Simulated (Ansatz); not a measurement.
The end point of a relaxation of Bi$_{2}$Te$_{3}$. Space group R-3m (No. 166). These are r2SCAN (plane waves to 500 eV, PAW, scalar-relativistic; Ansatz, a first-principles code) values and carry that method's errors.

```cif
data_Bi2Te3
_chemical_formula_sum 'Bi2 Te3'
_space_group_name_H-M_alt 'P 1'
_space_group_IT_number 1
_cell_length_a 10.36319
_cell_length_b 10.36319
_cell_length_c 10.36319
_cell_angle_alpha 24.725
_cell_angle_beta 24.725
_cell_angle_gamma 24.725
loop_
_space_group_symop_operation_xyz
  'x, y, z'
loop_
_atom_site_label
_atom_site_type_symbol
_atom_site_fract_x
_atom_site_fract_y
_atom_site_fract_z
_atom_site_occupancy
Bi1 Bi 0.80495 0.80495 0.80495 1
Te1 Te 0.00000 0.00000 0.00000 1
Te2 Te 0.39211 0.39211 0.39211 1
Te3 Te 0.60789 0.60789 0.60789 1
Bi2 Bi 0.19505 0.19505 0.19505 1
```

Estimate the band gap that r2SCAN returns for this input.

No gap on the sampled points, where the bands overlap only slightly; such a result is sensitive to mesh and level.

No spin polarisation in the result.

The run could not lose the symmetry of its start.

It was reached from a disturbed copy of a R-3m (No. 166) cell (AFLOW prototype A2B3_hR5_166_c_ac (C33, as in Bi2Te3)), against which it lies +0.31 eV/atom.

The first start was generated by placing the elements on the sites of a structure type. A measured structure of Bi2Te3 has the same space group, R-3m (No. 166); the sites were not compared with it.
